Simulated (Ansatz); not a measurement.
Input file for Ansatz (an electronic-structure program):

Ansatz 0.2 input:
```yaml
crystal:
  lattice:
    - [2.2001883014, 1.2702793081, 3.7473479397]
    - [-2.2001883014, 1.2702793081, 3.7473479397]
    - [0.0, -2.5405586162, 3.7473479397]
  atoms:
    - { symbol: Sb, position: [0.2365341541, 0.2365341541, 0.2365341541] }
    - { symbol: Bi, position: [0.7634788459, 0.7634788459, 0.7634788459] }
kpoints:
  mp_grid: { grid: [11, 11, 11] }
hamiltonian:
  xc: lda
  pseudopotentials: { kind: paw }
scf:
  occupations: { method: fermi_dirac, width: 0.1 }
phonons:
  method: dfpt
  response_accuracy: low
  eigenvectors: true
  rigid_motions: translations
```

Output (shortened):

```
Pseudopotential: Sb, paw, valence charge 15
Pseudopotential: Bi, paw, valence charge 15
Functional definition: SPW92
Crystal: 2 atoms, lattice volume = 62.840 Å³
Basis set: ecut = 420 eV, 1267 PW (Γ), exchange–correlation on 64×64×64 points (8 copies of the dense FFT grid, shifted against one another)
Bands: 19, of which v1, the nominal top of the filled ones, is band 15 counted from 1 (14 counted from 0)
Symmetry: 6 space group operations
k-points: 366 of 1331 (irreducible under 2 space group operations, time reversal used)
SCF iter   1: F=—  HF=-18421.696817 eV  |F-HF|=—  |Δ(HF+E_count)|=         —  Δρ=5.01e-3  dr2=6.78e-3  ethr=1.77e-3  ⟨swp⟩=5.9  Hψ=35994  notcnv=0
preconditioner: auto → Kerker (q_TF=auto, 2.412 Å⁻¹)
SCF iter   2: F=—  HF=-18421.693456 eV  |F-HF|=—  |Δ(HF+E_count)|=   3.36e-3  Δρ=2.91e-3  dr2=2.30e-3  ethr=2.26e-5  ⟨swp⟩=1.3  Hψ=10392  notcnv=0
SCF iter   3: F=—  HF=-18421.692799 eV  |F-HF|=—  |Δ(HF+E_count)|=   6.57e-4  Δρ=5.26e-4  dr2=1.48e-4  ethr=7.66e-6  ⟨swp⟩=2.3  Hψ=11402  notcnv=0
SCF iter   4: F=—  HF=-18421.692733 eV  |F-HF|=—  |Δ(HF+E_count)|=   6.60e-5  Δρ=1.97e-4  dr2=1.83e-5  ethr=4.92e-7  ⟨swp⟩=2.0  Hψ=12446  notcnv=0
SCF iter   5: F=—  HF=-18421.692722 eV  |F-HF|=—  |Δ(HF+E_count)|=   1.09e-5  Δρ=7.48e-5  dr2=3.23e-6  ethr=6.10e-8  ⟨swp⟩=2.0  Hψ=11340  notcnv=0
SCF iter   6: F=—  HF=-18421.692725 eV  |F-HF|=—  |Δ(HF+E_count)|=   3.28e-6  Δρ=1.55e-5  dr2=2.57e-7  ethr=1.08e-8  ⟨swp⟩=2.5  Hψ=8759  notcnv=0
SCF iter   7: F=—  HF=-18421.692725 eV  |F-HF|=—  |Δ(HF+E_count)|=   4.40e-8  Δρ=4.84e-6  dr2=1.97e-8  ethr=8.56e-10  ⟨swp⟩=2.0  Hψ=8800  notcnv=0
SCF iter   8: F=—  HF=-18421.692725 eV  |F-HF|=—  |Δ(HF+E_count)|=   1.65e-9  Δρ=1.41e-6  dr2=1.44e-9  ethr=6.58e-11  ⟨swp⟩=2.3  Hψ=9611  notcnv=0
SCF iter  11: F=-18421.692725 eV  HF=-18421.692725 eV  |F-HF|=0.00e0  |Δ(HF+E_count)|=  3.64e-12  Δρ=3.33e-8  dr2=1.02e-12  ethr=1.00e-12  ⟨swp⟩=6.0  Hψ=29622  notcnv=0
SCF 1 converged in 11 iterations: F = -18421.692725 eV  dr2 = 1.02e-12
DFPT response loops at Γ: preconditioner auto → Kerker (q_TF=auto, 2.412 Å⁻¹) (partly filled bands, converged f_vac=0.000) …
SCF converged after 11 iterations
Free energy (F): -18421.692725 eV
Harris-Foulkes:  -18421.692725 eV  (|F-HF|=0.00e0)
Internal energy: -18421.683830 eV  (E = F + TS)
E sigma→0 (E₀):  -18421.688277 eV
Entropy (-TS):   -0.008895 eV (-4.448 meV/atom)
Fermi energy:    10.103764 eV
--- Per-component energies (eV) ---
  E_band       = -269.559857
  E_kinetic    = 512.586219
  E_local      = -3102.294567  (includes V_loc(G=0)·N_el)
  E_nonlocal   = 930.151952
  E_hartree    = 1208.630669
  E_xc         = -289.037161
  E_vxc        = -242.830421  (∫ρ·V_xc dr)
  E_paw        = -14779.487486  (= ΣΔE_a)
  E_vpaw       = -784.433849  (= ΣTr[D̂ρ^β])
  E_aug_tail   = -0.000524  (compensation charges beyond the density's cutoff)
  E_ewald      = -2902.786871
  E_core_change = 0.553939  (= ΣΔE_core)
  E_smearing   = -0.008895  (= −TS)
  E_closure    = 0.000000  (closes the sum)
  Σ components = -18421.692725   (vs F -18421.692725, Δ=0.00e0)
  [band-id]    e_kinetic+e_local+e_nonlocal+2·e_hartree+e_vxc+e_vpaw+e_augmentation_tail = -269.559853   (vs E_band -269.559857, Δ=3.69e-6)
--- Band table (eV; the first three rows and the last of 366) ---
  k-point 0: bands = ["-18.7526", "-18.7526", "-18.7342", "-18.7342", "-18.7257", "-12.7559", "-12.7559", "-12.7415", "-12.7415", "-12.7406", "-3.1047", "4.1057", "8.3828", "8.5674", "8.5674", "12.7312", "13.1163", "13.1163", "15.5212"]
  k-point 1: bands = ["-18.7524", "-18.7523", "-18.7341", "-18.7341", "-18.7255", "-12.7571", "-12.7561", "-12.7415", "-12.7414", "-12.7398", "-3.0210", "3.8169", "8.4181", "8.5669", "8.6572", "12.5540", "12.8056", "12.8628", "15.1211"]
  k-point 2: bands = ["-18.7519", "-18.7513", "-18.7338", "-18.7337", "-18.7249", "-12.7603", "-12.7571", "-12.7415", "-12.7405", "-12.7378", "-2.7731", "3.0909", "8.4692", "8.5750", "8.8812", "11.9599", "12.2096", "12.2633", "14.9880"]
  k-point 365: bands = ["-18.7511", "-18.7508", "-18.7314", "-18.7312", "-18.7242", "-12.7675", "-12.7660", "-12.7380", "-12.7351", "-12.7345", "-1.5978", "0.7340", "7.8890", "8.8665", "9.4546", "10.7125", "10.8146", "12.1181", "17.0900"]
--- Phonons (Γ-DFPT): 4 representative perturbations + reference, on 366 of 1331 k-points (Σ response iterations 8) ---
  ASR residual: 1.708e-3 → 0.000e0 eV/Å²; symmetrization residual: 1.291e-3 eV/Å²
  ASR residual per site (eV/Å²): 1.37e-3 1.71e-3
  Γ frequencies (cm⁻¹): 0.00 0.00 0.00 77.16 77.16 115.96
  non-analytic LO–TO correction: not included (Born effective charges unavailable; polar crystals: no LO–TO splitting at Γ)
```

Cost: roughly 2.4 core-minutes on shared cores.

Space group R3m. The first step of the workflow began from a Materials Project structure, measured or hypothetical; the Crystallography Open Database copy checked does not list it. Whether it is the stable phase at ambient conditions was not checked. Symmetry was held in the LDA relaxation; of distortions, only those at the zone centre were tested. As this level gives no gap, phonon frequencies hold no LO–TO term and depend on the k-mesh and smearing (Fermi–Dirac, 0.1 eV here). Spin–orbit coupling is left out wherever it is not named.

Potentials: the later of the program's two PAW sets.

Ansatz is a plane-wave DFT program.
